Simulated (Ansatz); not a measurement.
Zn₃InGaO₆:
```cif
data_GaInO6Zn3
_chemical_formula_sum 'Zn3 In1 Ga1 O6'
_space_group_name_H-M_alt 'P 1'
_space_group_IT_number 1
_cell_length_a 13.92773
_cell_length_b 13.92773
_cell_length_c 13.92773
_cell_angle_alpha 13.558
_cell_angle_beta 13.558
_cell_angle_gamma 13.558
loop_
_space_group_symop_operation_xyz
  'x, y, z'
loop_
_atom_site_label
_atom_site_type_symbol
_atom_site_fract_x
_atom_site_fract_y
_atom_site_fract_z
_atom_site_occupancy
Zn1 Zn 0.26111 0.26111 0.26111 1
Zn2 Zn 0.74138 0.74138 0.74138 1
Zn3 Zn 0.86566 0.86566 0.86566 1
In1 In 0.00124 0.00124 0.00124 1
Ga1 Ga 0.13688 0.13688 0.13688 1
O1 O 0.91328 0.91328 0.91328 1
O2 O 0.08949 0.08949 0.08949 1
O3 O 0.18452 0.18452 0.18452 1
O4 O 0.80376 0.80376 0.80376 1
O5 O 0.69420 0.69420 0.69420 1
O6 O 0.30851 0.30851 0.30851 1
```

Relaxed with r²SCAN. r²SCAN in the plane-wave PAW code Ansatz gives a gap of 1.56 eV.

What gap does HSE06 give on the same cell (Ansatz, PAW)?

2.80 eV, 1.24 eV more. The hybrid was solved on a coarser mesh and at special points; its gap is the smallest among all of these.

Cost on shared cores: the r²SCAN run (SCF on a 10×10×10 mesh, then bands and DOS) around 13 core-minutes (rough), the HSE06 run (SCF on 6×6×6, then a few points) around 21 core-minutes (rough); the tasks are unlike.

Space group R3m. The workflow started from a Materials Project entry (that database holds measured and hypothetical structures alike); the Crystallography Open Database copy checked does not list it. Its standing as an ambient phase is unchecked. Symmetry was held in the r²SCAN relaxation; its stability against distortions is not shown here. Scalar-relativistic: spin–orbit coupling is off unless named, which matters more the heavier the elements.

Potentials: the later of the program's two PAW sets.
